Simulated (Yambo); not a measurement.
Material: CsCl (CsCl type, space group Pm-3m, No. 221); a = b = c = 4.065 Å, α = β = γ = 90.00° (2 atoms in the cell). Cell and atoms were relaxed with PBEsol from Materials Project entry mp-22865, within its symmetry.

With norm-conserving PBEsol (Quantum ESPRESSO, 58 Ry, scalar-relativistic), the gap between the mesh's edge points (Γ → Γ) is 5.229 eV.

Estimate the G0W0 gap between the same points from Yambo (4×4×4 Γ-centred k mesh, 124 bands and a 8 Ry block in the screening, 124 bands in G with the Bruneval-Gonze terminator, plasmon pole fitted at 27.2 eV).

The correction is 2.673 eV, giving 7.903 eV, 1.5 times the PBEsol value.  Nearest settings tried, and what they do to the gap: 76 bands in G: +1 meV; 3 Ry block (57 vectors against 179): -229 meV; 2×2×2 mesh: -177 meV. Not varied: bands in W. So the settings aren't converged at that level.
